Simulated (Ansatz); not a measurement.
# Mg2CdSe3 (P6_3mc) at 2 levels of theory

One geometry, relaxed with PBE; plane waves with PAW potentials in Ansatz, scalar-relativistic. No spin polarisation. Gaps are the least over mesh and band path; pressure is positive in compression.

```cif
data_structure
_symmetry_space_group_name_H-M 'P6_3mc'
_symmetry_Int_Tables_number 186
_cell_length_a 4.3008
_cell_length_b 4.3008
_cell_length_c 20.8766
_cell_angle_alpha 90.000
_cell_angle_beta 90.000
_cell_angle_gamma 120.000
_cell_volume 334.43
loop_
_atom_site_label
_atom_site_type_symbol
_atom_site_symmetry_multiplicity
_atom_site_Wyckoff_symbol
_atom_site_fract_x
_atom_site_fract_y
_atom_site_fract_z
_atom_site_occupancy
Mg1 Mg 2 b 0.66667 0.33333 0.16740 1
Mg2 Mg 2 b 0.66667 0.33333 0.83026 1
Cd1 Cd 2 b 0.66667 0.33333 0.50091 1
Se1 Se 2 b 0.66667 0.33333 0.29195 1
Se2 Se 2 b 0.66667 0.33333 0.62939 1
Se3 Se 2 b 0.66667 0.33333 0.95509 1
```

| level | cutoff (eV) | k mesh | gap (eV) | pressure (GPa) |
| --- | --- | --- | --- | --- |
| PBE | 420 | 6×6×2 | 1.55 | 0.0 |

Q: What comes out on the same cell with r2SCAN?

A:
| level | cutoff (eV) | k mesh | gap (eV) | pressure (GPa) |
| --- | --- | --- | --- | --- |
| r2SCAN | 500 | 6×6×2 | 2.10 | -1.2 |

The structure comes from a generated guess; another structure or a mixture of phases may lie lower.
